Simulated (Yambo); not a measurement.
Yambo run on CsNaTiO₃ (space group Cmcm, No. 63). The wavefunctions are norm-conserving LDA (Quantum ESPRESSO, 88 Ry, no spin-orbit coupling) ones on a 2×2×2 mesh (48 occupied bands); a = 6.4564 Å, b = 6.4564 Å, c = 5.6711 Å, α = 90.00°, β = 90.00°, γ = 123.87°.

Yambo input:

```
rim_cut
gw0
dyson
el_el_corr
HF_and_locXC
ppa
em1d
RandQpts= 1000000
RandGvec= 1 Ry
EXXRLvcs= 88 Ry
VXCRLvcs= 352 Ry
Chimod= "HARTREE"
% BndsRnXp
 5 | 122 |
%
NGsBlkXp= 7 Ry
% LongDrXp
 1.0 | 1.0 | 1.0 |
%
PPAPntXp= 27.2114 eV
% GbndRnge
 1 | 122 |
%
GTermKind= "BG"
DysSolver= "n"
ExtendOut
% QPkrange
 1 | 1 | 48 | 49 |
 5 | 5 | 48 | 48 |
%
```

k points by index: 1 = Γ, 5 = (-0.5, -0.5, 0).

Resulting energies as the program prints them:

```
#    K-point    Band    Eo [eV]    E [eV]    E-Eo [eV]    Vxc [eV]    Vnlxc [eV]    Sc|Eo [eV]    Sc|E [eV]    dSc/dw|Eo [eV]    Re(Z)    Im(Z)
#
    1    48    -0.049850    -0.555827    -0.505978    -18.86392    -23.89173    4.367026    4.521839    -8.323090    0.765771    -0.001599
    1    49    3.297697    5.218801    1.921105    -18.22045    -10.67555    -5.080889    -5.623796    -7.689036    0.779682    -0.001816
    5    48    0.000000    -0.497517    -0.497517    -19.07061    -24.06593    4.346283    4.497809    -8.284916    0.766594    -0.001591
```
(The two width columns are left out.) Convergence of these settings isn't established.

Geometry of the Materials Project entry, not relaxed at this level.

The structure is a Materials Project entry; no match was found in the copy of COD used, and its stability was not checked.
